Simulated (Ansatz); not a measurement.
Zr2B in space group R-3m (No. 166; Zr on 6c, B on 3a) at seven volumes, r²SCAN in the plane-wave PAW code Ansatz, shape and atoms relaxed at each. One row is withheld.

| V (Å³/atom) | P (GPa) |
|---|---|
| 17.136 | 10.66 |
| 17.700 | 6.58 |
| 18.265 | 3.19 |
| 18.830 | 0.00 |
| 19.395 | ? |
| 19.960 | -5.15 |
| 20.525 | -7.05 |

### Question
Fit the shown pressures and predict the withheld one.

### Answer
Third-order Birch–Murnaghan: P = (3/2)B₀(x^(7/2) − x^(5/2))[1 + (3/4)(B′ − 4)(x − 1)] with x = (V₀/V)^(2/3). Least squares on the six rows gives V₀ = 18.833 Å³/atom, B₀ = 96.04 GPa, B′ = 3.45. At V = 19.395, x = 0.9806 and P = -2.68 GPa. The run itself gave -2.79 GPa.

The start of the workflow was typed in or built on a structure type; neither database checked (COD, Materials Project) lists it. Its standing as an ambient phase is unchecked. Symmetry was held in the r²SCAN relaxation; whether a distortion lowers the energy is not shown. The run is not spin-polarised. The volume moved by -17 % from the start of the relaxation.

Potentials: the earlier of the program's two PAW sets. The files were generated under PBE; for other functionals the program regenerates the frozen cores, and for LDA and PBEsol the local potential too.
